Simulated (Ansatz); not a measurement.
TaRu (CsCl type, Pm-3m) at seven volumes, plane-wave PAW LDA (Ansatz code), scaled uniformly. One row is withheld.

| V (Å³/atom) | P (GPa) |
|---|---|
| 13.792 | ? |
| 14.247 | 20.24 |
| 14.702 | 9.31 |
| 15.156 | 0.00 |
| 15.611 | -7.93 |
| 16.066 | -14.69 |
| 16.521 | -20.43 |

**Question.** Fit the shown pressures and predict the withheld one.

**Answer.** P = (3/2)B₀(x^(7/2) − x^(5/2))[1 + (3/4)(B′ − 4)(x − 1)] with x = (V₀/V)^(2/3). Least squares on the six rows gives V₀ = 15.156 Å³/atom, B₀ = 286 GPa, B′ = 4.36. At V = 13.792, x = 1.0649 and P = 33.15 GPa. The run itself gave 33.05 GPa.

The first step of the workflow began from a Materials Project structure, measured or hypothetical; the Crystallography Open Database files this formula in space group No. 221, but the cells were not matched. Whether it is the stable phase at ambient conditions was not checked. The LDA relaxation kept the symmetry of its start. At this level the phase is mechanically unstable. The run is not spin-polarised. Scalar-relativistic: spin–orbit coupling is off unless named, which matters more the heavier the elements.

Potentials: the later of the program's two PAW sets.
